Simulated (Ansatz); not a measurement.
Data:

AlPt (rock salt, Fm-3m), a = b = c = 5.0946 Å, α = β = γ = 90.00°; the cell used has 2 atoms.

This is the r²SCAN-relaxed structure.

### Question
All from plane-wave PAW r²SCAN (Ansatz code), unless another level is named. Predict the bulk modulus (Birch–Murnaghan fit).

### Answer
147 GPa.

### Question
And the elastic constants (relaxed ions, GPa)?

### Answer
C11 = 278, C12 = 81.3, C44 = 4.5.

The start of the workflow was typed in or built on a structure type; neither database checked (COD, Materials Project) lists it. Its standing as an ambient phase is unchecked. Symmetry was held in the r²SCAN relaxation; whether a distortion lowers the energy is not shown. The run is not spin-polarised. As this level gives no gap, shear constants depend on the k-mesh and smearing (Fermi–Dirac, 0.1 eV here). Scalar-relativistic: spin–orbit coupling is off unless named, which matters more the heavier the elements.

Potentials: the earlier of the program's two PAW sets.
